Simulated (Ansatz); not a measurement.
Consider the following.

Li (bcc, W type), conventional cell a = b = c = 3.435 Å, α = β = γ = 90.00°. The calculation uses the primitive cell of 1 atom, to which meshes and values per cell refer.

This relaxed cell (volume V₀) is scaled evenly in all directions, its shape held. Symmetry pins the atoms to their sites.

All values below come from PBE (plane waves to 420 eV, PAW, scalar-relativistic; Ansatz, an electronic-structure program). k mesh 19×19×19 (Γ-centred), Fermi-Dirac smearing 0.05 eV. The energy includes the smearing's −TS. Compression counts positive. Li was relaxed with its symmetry unable to fall. ΔE is measured from the relaxed starting cell.

The scan covers V/V₀ from 0.840 to 1.160 in 11 points.

Question: What is ΔE at V/V₀ = 0.840?

Answer: 29 meV/atom.

Question: What is ΔE at V/V₀ = 1.160?

Answer: 18 meV/atom.

Question: What pressure does the cell carry at V/V₀ = 0.840?

Answer: 3.2 GPa.

(Under strain, the slope of the energy per volume gives the stress and its curvature an elastic modulus.)
